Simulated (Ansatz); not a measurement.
Q: Each is relaxed and computed with DFT-r²SCAN in the program Ansatz with PAW potentials. Which is the only one with a gap?
A. BAs, P6_422 (B on 3c, As on 3d)
B. ZrB2, MoSi2 or CaC2 type
C. Ta3As, P4_2/n (Ta on 8g, Ta on 8g, Ta on 8g, As on 8g)
D. BW, rock salt

A: A, BAs, P6_422 (B on 3c, As on 3d). BAs: gap 0.67 eV (indirect); Ta3As: metal; BW: metal; ZrB2: metal. Constructed cells (a structure type filled with these elements, in neither database checked): ZrB2, MoSi2 or CaC2 type. Typed or built starts, not in the databases checked: BAs, P6_422 (B on 3c, As on 3d); BW, rock salt. Not the usual ambient phase: BAs, P6_422 (B on 3c, As on 3d); ZrB2, MoSi2 or CaC2 type. Standing as an ambient phase not checked: Ta3As, P4_2/n (Ta on 8g, Ta on 8g, Ta on 8g, As on 8g). All cells were relaxed under the symmetry of their starts (and spin orders); stability against distortions was not tested throughout. Rows with no word on spin ran without spin polarisation. Spin–orbit coupling is left out wherever it is not named.

Potentials: the earlier of the program's two PAW sets.
